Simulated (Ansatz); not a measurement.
# MnZn3 (Pm-3m): the volume from the results

```yaml
crystal:
  lattice:
    - [3.86000, 0.00000, 0.00000]
    - [0.00000, 3.86000, 0.00000]
    - [0.00000, 0.00000, 3.86000]
  atoms:
    - { symbol: Mn, position: [0.00000, 0.00000, 0.00000] }
    - { symbol: Zn, position: [0.00000, 0.50000, 0.50000] }
    - { symbol: Zn, position: [0.50000, 0.00000, 0.50000] }
    - { symbol: Zn, position: [0.50000, 0.50000, 0.00000] }
```

The reference geometry is a structure as deposited in COD; nothing is relaxed.

Functional, mesh and filling: PBEsol, 7×7×7 k mesh, Fermi–Dirac smearing of 0.03 eV. PAW means Ansatz 0.2.0 on its default frozen-core files. Site moments are integrated in spheres about the atoms. Start moments (μB): Mn1 4.

The cell is scaled evenly, and every run starts from the same moments. Some of the runs:

```json
{"V/V₀": "0.86", "cell moment (μB)": "2.07", "largest site moment (μB)": "2.26", "F − F(V₀) (meV/atom)": "-30", "pressure (GPa)": "5.5"}
{"V/V₀": "1.1", "cell moment (μB)": "3.11", "largest site moment (μB)": "3.39", "F − F(V₀) (meV/atom)": "100", "pressure (GPa)": "-13.4"}
{"V/V₀": "1.25", "cell moment (μB)": "3.46", "largest site moment (μB)": "3.74", "F − F(V₀) (meV/atom)": "301", "pressure (GPa)": "-15.9"}
```

Q: Another run of the series gave cell moment (μB) = 1.26, largest site moment (μB) = 1.39, F − F(V₀) (meV/atom) = 166, pressure (GPa) = 35.9. At which V/V₀ was it made?
A. 0.92
B. 0.74
C. 0.8
D. 0.96
E. 1.04
F. 0.66

A: B. V/V₀ = 0.74.

Q: Another run of the series gave cell moment (μB) = 2.83, largest site moment (μB) = 3.01, F − F(V₀) (meV/atom) = -24, pressure (GPa) = -5.0. At which V/V₀ was it made?
A. 0.74
B. 0.8
C. 1.04
D. 0.92
E. 0.96
F. 0.66

A: E. V/V₀ = 0.96.

The whole series:

```json
{"V/V₀": "0.66", "cell moment (μB)": "1.18", "largest site moment (μB)": "1.24", "F − F(V₀) (meV/atom)": "564", "pressure (GPa)": "79.0"}
{"V/V₀": "0.74", "cell moment (μB)": "1.26", "largest site moment (μB)": "1.39", "F − F(V₀) (meV/atom)": "166", "pressure (GPa)": "35.9"}
{"V/V₀": "0.8", "cell moment (μB)": "1.32", "largest site moment (μB)": "1.51", "F − F(V₀) (meV/atom)": "30", "pressure (GPa)": "16.2"}
{"V/V₀": "0.86", "cell moment (μB)": "2.07", "largest site moment (μB)": "2.26", "F − F(V₀) (meV/atom)": "-30", "pressure (GPa)": "5.5"}
{"V/V₀": "0.92", "cell moment (μB)": "2.45", "largest site moment (μB)": "2.66", "F − F(V₀) (meV/atom)": "-36", "pressure (GPa)": "-2.2"}
{"V/V₀": "0.96", "cell moment (μB)": "2.83", "largest site moment (μB)": "3.01", "F − F(V₀) (meV/atom)": "-24", "pressure (GPa)": "-5.0"}
{"V/V₀": "1", "cell moment (μB)": "2.93", "largest site moment (μB)": "3.14", "F − F(V₀) (meV/atom)": "0", "pressure (GPa)": "-8.2"}
{"V/V₀": "1.04", "cell moment (μB)": "2.99", "largest site moment (μB)": "3.24", "F − F(V₀) (meV/atom)": "34", "pressure (GPa)": "-10.8"}
{"V/V₀": "1.1", "cell moment (μB)": "3.11", "largest site moment (μB)": "3.39", "F − F(V₀) (meV/atom)": "100", "pressure (GPa)": "-13.4"}
{"V/V₀": "1.25", "cell moment (μB)": "3.46", "largest site moment (μB)": "3.74", "F − F(V₀) (meV/atom)": "301", "pressure (GPa)": "-15.9"}
```

The PAW files were made with PBE; the program remakes their cores once for the run's functional and then keeps them frozen. Under strong compression frozen cores are worth checking against an all-electron run. These are results for the start and cell typed. The real compound can order otherwise, in a larger cell, or not at all, since semilocal functionals at zero temperature often overstate magnetism.
